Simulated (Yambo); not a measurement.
Absorption of K2S (anti-fluorite, space group Fm-3m, No. 225) with and without the electron-hole interaction (Yambo, PBEsol bands; 8×8×8 mesh, 3 valence and 9 conduction bands, static screening with 47 bands and a 4 Ry block, scissor 1.83 eV, Tamm-Dancoff; field along x).

| E (eV) | Im ε, BSE | Im ε, independent quasiparticles |
|---|---|---|
| 2.85 | 0.20 | 0.05 |
| 2.95 | 0.23 | 0.06 |
| 3.05 | 0.28 | 0.06 |
| 3.15 | 0.34 | 0.06 |
| 3.25 | 0.44 | 0.07 |
| 3.35 | 0.58 | 0.07 |
| 3.45 | 0.82 | 0.08 |
| 3.55 | 1.25 | 0.09 |
| 3.65 | 2.14 | 0.10 |
| 3.75 | 3.93 | 0.11 |
| 3.85 | 5.47 | 0.12 |
| 3.95 | 4.11 | 0.14 |
| 4.05 | 3.04 | 0.17 |
| 4.15 | 2.96 | 0.20 |
| 4.25 | 2.74 | 0.27 |
| 4.35 | 3.03 | 0.37 |
| 4.45 | 3.64 | 0.46 |
| 4.55 | 2.96 | 0.59 |
| 4.65 | 2.22 | 0.88 |
| 4.75 | 2.02 | 1.18 |
| 4.85 | 2.29 | 1.17 |
| 4.95 | 2.43 | 1.07 |
| 5.05 | 2.36 | 1.19 |
| 5.15 | 2.22 | 1.50 |
| 5.25 | 2.03 | 1.80 |
| 5.35 | 1.80 | 2.29 |
| 5.45 | 1.50 | 2.34 |
| 5.55 | 1.41 | 2.26 |
| 5.65 | 1.49 | 2.65 |
| 5.75 | 1.66 | 3.44 |
| 5.85 | 1.96 | 3.73 |
| 5.95 | 2.62 | 3.81 |
| 6.05 | 4.00 | 4.07 |
| 6.15 | 5.51 | 3.58 |
| 6.25 | 6.97 | 2.86 |
| 6.35 | 7.41 | 2.22 |
| 6.45 | 4.96 | 1.64 |
| 6.55 | 2.99 | 1.23 |
| 6.65 | 2.14 | 1.08 |
| 6.75 | 1.85 | 1.11 |
| 6.85 | 1.79 | 1.27 |
| 6.95 | 1.83 | 1.66 |
| 7.05 | 1.87 | 2.39 |
| 7.15 | 1.81 | 3.60 |
| 7.25 | 1.73 | 4.79 |
| 7.35 | 1.62 | 5.24 |
| 7.45 | 1.59 | 5.34 |
| 7.55 | 1.66 | 5.13 |
| 7.65 | 1.57 | 4.87 |
| 7.75 | 1.49 | 4.59 |
| 7.85 | 1.40 | 4.37 |
| 7.95 | 1.49 | 4.05 |
| 8.05 | 1.81 | 3.68 |
| 8.15 | 2.28 | 3.40 |
| 8.25 | 2.72 | 3.07 |
| 8.35 | 2.82 | 2.70 |
| 8.45 | 2.65 | 2.43 |
| 8.55 | 2.57 | 2.20 |
| 8.65 | 2.70 | 1.81 |
| 8.75 | 2.60 | 1.55 |
| 8.85 | 2.42 | 1.58 |
| 8.95 | 2.42 | 1.72 |
| 9.05 | 2.56 | 1.86 |
| 9.15 | 2.80 | 2.02 |
| 9.25 | 2.88 | 2.04 |
| 9.35 | 2.75 | 2.01 |
| 9.45 | 2.37 | 2.12 |
| 9.55 | 2.11 | 2.29 |
| 9.65 | 1.85 | 2.25 |
| 9.75 | 1.61 | 2.24 |

The scissor comes from a G0W0 run whose convergence isn't established. Broadening 0.15 eV. The band window holds all transitions up to 10.9 eV. Fine structure above the onset can come from the mesh.

Geometry relaxed with PBEsol; primitive cell a = b = c = 5.186 Å, α = β = γ = 60.00°.
